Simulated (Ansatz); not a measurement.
# Relaxing a structure of Si$_{2}$W

The start is a randomly generated symmetric cell of Si2W (space group No. 115). Cell shape, volume and atoms are optimised at zero target pressure with r2SCAN (plane waves to 500 eV, PAW, scalar-relativistic; Ansatz, an electronic-structure program). First-step values are on the input's coarse k-mesh.

Ansatz input (later rounds restart from its end on a renewed k-mesh):
Ansatz 0.2 input:
```yaml
crystal:
  lattice:
    - [5.7216847, 0, 0]
    - [0, 5.7216847, 0]
    - [0, 0, 4.3172888]
  atoms:
    - { symbol: Si, position: [0.23941614, 0.23941614, 0.5] }
    - { symbol: Si, position: [0.76058386, 0.76058386, 0.5] }
    - { symbol: Si, position: [0.23941614, 0.76058386, 0.5] }
    - { symbol: Si, position: [0.76058386, 0.23941614, 0.5] }
    - { symbol: Si, position: [0, 0, 0.76983312] }
    - { symbol: Si, position: [0, 0, 0.23016688] }
    - { symbol: W, position: [0.5, 0.5, 0.5] }
    - { symbol: W, position: [0, 0.5, 0.48578669] }
    - { symbol: W, position: [0.5, 0, 0.51421331] }
basis: { ecutwfc: 500, ecutrho_ratio: 4, xc_grid: 4, fft_grid_basis: typed }
kpoints: { mp_grid: { grid: [4, 4, 6] } }
hamiltonian:
  xc: r2scan
  dispersion: none
  pseudopotentials: { azcp: { folder: ./paw }, kind: paw }
scf: { occupations: { method: fermi_dirac, width: 0.05 } }
relax: { f_tol: 0.01, max_steps: 100, cell: { stress_tol: 0.02 } }
output: { forces: true, stress: true }
```

```json
{
  "energy_released": "about 2.2 eV/atom",
  "volume_change": "+39.2 %, from 15.70 to 21.87 Å³/atom",
  "band_gap_at_the_end": "no gap (metallic)",
  "optimiser_moves": "25"
}
```

Relaxed structure:

```cif
data_Si6W3
_chemical_formula_sum 'Si6 W3'
_space_group_name_H-M_alt 'P-4m2'
_space_group_IT_number 115
_space_group_name_Hall 'P -4 -2'
_cell_length_a 5.83076
_cell_length_b 5.83076
_cell_length_c 5.78840
_cell_angle_alpha 90.000
_cell_angle_beta 90.000
_cell_angle_gamma 90.000
loop_
_atom_site_label
_atom_site_type_symbol
_atom_site_symmetry_multiplicity
_atom_site_Wyckoff_symbol
_atom_site_fract_x
_atom_site_fract_y
_atom_site_fract_z
_atom_site_occupancy
Si1 Si 4 i 0.20966 0.20966 0.50000 1
Si2 Si 2 e 0.00000 0.00000 0.19613 1
W1 W 1 c 0.50000 0.50000 0.50000 1
W2 W 2 g 0.00000 0.50000 0.29124 1
```

Final values are on a 8×8×8 k-mesh of the relaxed cell. The start holds a very short contact (Si–Si 1.99 Å). No spin polarisation in the result.

The run could not lose the symmetry of its start, so the end can be a saddle point.

The relaxed structure here is a generated cell of Si2W: the first start was made by a random draw of sites in a space group, and the end was not matched to a known phase here, so it may be hypothetical. Known forms of Si2W include space group No. 139.
